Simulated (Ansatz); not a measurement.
RuW:
```
CELL_PARAMETERS angstrom
      2.74046     0.00000     0.00000
     -1.37023     2.37331     0.00000
      0.00000     0.00000     4.38881
ATOMIC_POSITIONS crystal
  Ru 0.00000 0.00000 0.50000
  W  0.66667 0.33333 0.00000
```

Relaxed with LDA. Special points in fractions of this cell's reciprocal vectors: Γ (0.000, 0.000, 0.000); M (0.500, 0.000, 0.000); K (0.333, 0.333, 0.000); A (0.000, 0.000, 0.500); L (0.500, 0.000, 0.500); H (0.333, 0.333, 0.500).

### Question
List the band energies nearest the Fermi level at these points for LDA (plane waves, PAW; program Ansatz).

### Answer
In eV from the Fermi level; about four levels below and three above (degenerate sets whole), none deeper than 8.9 eV; … stands for higher levels left out; points with the same levels are listed once.

```csv
k,below,above
Γ,-0.41 -0.41 -0.13 -0.13,1.41 …
M,-2.05 -1.31 -1.10 -0.35,1.85 4.37 5.17
K,-3.52 -3.12 -2.38 -1.39,0.15 2.35 3.07
A,-2.18 -2.18 -1.53 -1.37 -1.37,1.57 1.57 …
L,-5.60 -4.00 -3.66 -0.70,0.86 1.37 1.89
H,-3.48 -3.48 -2.35 -1.29 0.00,0.26 2.39 4.03
```

Space group P-6m2. The workflow started from a Materials Project entry (that database holds measured and hypothetical structures alike); the Crystallography Open Database copy checked does not list it. With Ru and W taken as one species the cell has the higher symmetry P6_3/mmc, so it may be an ordered model of a mixed-site phase. Whether it is the stable phase at ambient conditions was not checked. The LDA relaxation kept the symmetry of its start; its stability against distortions is not shown here. The run is not spin-polarised. Scalar-relativistic: spin–orbit coupling is off unless named, which matters more the heavier the elements.

Potentials: the later of the program's two PAW sets.
